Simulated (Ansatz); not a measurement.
TiRh (L1₀ or tetragonal B2, space group No. 123) under volume change, the program Ansatz at the LDA level (PAW), shape and atoms relaxed at each volume.

```csv
V (Å³/atom),E − E(relaxed) (meV/atom),P (GPa)
12.792,?,?
13.213,39.6,15.91
13.635,9.4,7.32
14.057,0.0,0.00
14.478,8.4,-6.22
14.900,31.9,-11.51
15.322,?,?
```

Task: Fill in the missing entries.

Result: 
- 15.322, E − E(relaxed) (meV/atom): 68.3
- 15.322, P (GPa): -16.00
- 12.792, E − E(relaxed) (meV/atom): 94.4
- 12.792, P (GPa): 26.00

Task: What does a third-order Birch–Murnaghan fit give for V₀, B₀ and B′?

Result: V₀ = 14.06 Å³/atom, B₀ = 224 GPa, B′ = 4.4.

Space group P4/mmm (L1₀ or tetragonal B2). The first step of the workflow began from a Materials Project structure, measured or hypothetical; the Crystallography Open Database files this formula in space group No. 123, but the cells were not matched. Whether it is the stable phase at ambient conditions was not checked. Symmetry was held in the LDA relaxation; of distortions, only those at the zone centre were tested. The run is not spin-polarised.

Potentials: the later of the program's two PAW sets.
